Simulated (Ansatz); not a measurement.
SrAlGeH:
Space group P3m1 (No. 156); a = b = 4.2399 Å, c = 4.9909 Å, α = β = 90.00°, γ = 120.00°

```csv
atom,site,symmetry,x,y,z
Sr,1b,3m.,0.3333,0.6667,0.0002
Al,1a,3m.,0.0000,0.0000,0.4577
Ge,1c,3m.,0.6667,0.3333,0.5602
H,1a,3m.,0.0000,0.0000,0.1111
```

Relaxed with r²SCAN.

### Question
Which orbitals make up the states near the band edges in plane-wave PAW r²SCAN (Ansatz code)?

### Answer
Top 1 eV of the valence band: Ge 4p 69 %, Al 3p 10 %, H 1s 9 %, outside the projected shells 7 %. Bottom 1 eV of the conduction band: Al 3p 38 %, Ge 4p 9 %, Ge 4s 8 %, Al 3s 8 %, outside the projected shells 30 %. Projections are on Löwdin-orthogonalised atomic valence shells; empty p or d shells of many metals are not among them.

### Question
Tabulate the density of states.

### Answer
States/eV per cell of 4 atoms, in 0.25 eV bins, energy from the valence-band maximum.

```csv
E (eV),total,Ge 4p,Al 3p,H 1s
-7.86,0.00,0.00,0.00,0.00
-7.61,0.00,0.00,0.00,0.00
-7.36,0.00,0.00,0.00,0.00
-7.11,0.00,0.00,0.00,0.00
-6.86,0.00,0.00,0.00,0.00
-6.61,0.04,0.01,0.00,0.01
-6.36,1.37,0.30,0.11,0.44
-6.11,1.84,0.34,0.22,0.61
-5.86,2.04,0.25,0.36,0.78
-5.61,1.61,0.13,0.32,0.69
-5.36,0.68,0.04,0.13,0.32
-5.11,0.37,0.01,0.07,0.19
-4.86,0.06,0.00,0.01,0.03
-4.61,0.00,0.00,0.00,0.00
-4.36,0.00,0.00,0.00,0.00
-4.11,0.26,0.08,0.08,0.06
-3.86,1.27,0.43,0.37,0.28
-3.61,1.31,0.48,0.38,0.26
-3.36,1.81,0.70,0.54,0.35
-3.11,1.02,0.44,0.29,0.15
-2.86,1.11,0.51,0.35,0.11
-2.61,1.15,0.55,0.38,0.07
-2.36,1.09,0.55,0.37,0.03
-2.11,1.12,0.59,0.39,0.02
-1.86,1.43,0.78,0.51,0.01
-1.61,1.48,0.83,0.52,0.02
-1.36,1.75,1.11,0.39,0.04
-1.11,2.71,1.90,0.32,0.13
-0.86,3.15,2.17,0.34,0.23
-0.61,2.67,1.87,0.26,0.25
-0.36,0.57,0.37,0.08,0.07
-0.11,0.11,0.07,0.01,0.02
0.14,0.00,0.00,0.00,0.00
0.39,0.00,0.00,0.00,0.00
0.64,0.00,0.00,0.00,0.00
0.89,0.00,0.00,0.00,0.00
1.14,0.15,0.01,0.06,0.00
1.39,0.43,0.04,0.17,0.01
1.64,0.81,0.07,0.31,0.03
1.89,1.19,0.11,0.43,0.05
2.14,1.39,0.14,0.45,0.04
2.39,2.04,0.21,0.62,0.05
2.64,1.68,0.16,0.47,0.05
2.89,2.57,0.23,0.55,0.08
3.14,2.47,0.22,0.50,0.07
3.39,2.14,0.17,0.42,0.06
3.64,3.37,0.31,0.62,0.11
3.89,3.13,0.28,0.50,0.12
4.14,2.63,0.27,0.42,0.05
4.39,2.81,0.30,0.44,0.05
4.64,3.58,0.34,0.51,0.07
4.89,2.88,0.24,0.36,0.05
5.14,2.11,0.18,0.23,0.03
```

The first step of the workflow began from a Materials Project structure, measured or hypothetical; the Crystallography Open Database copy checked does not list it. Whether it is the stable phase at ambient conditions was not checked. Symmetry was held in the r²SCAN relaxation; whether a distortion lowers the energy is not shown. Scalar-relativistic: spin–orbit coupling is off unless named, which matters more the heavier the elements.

Potentials: the later of the program's two PAW sets.
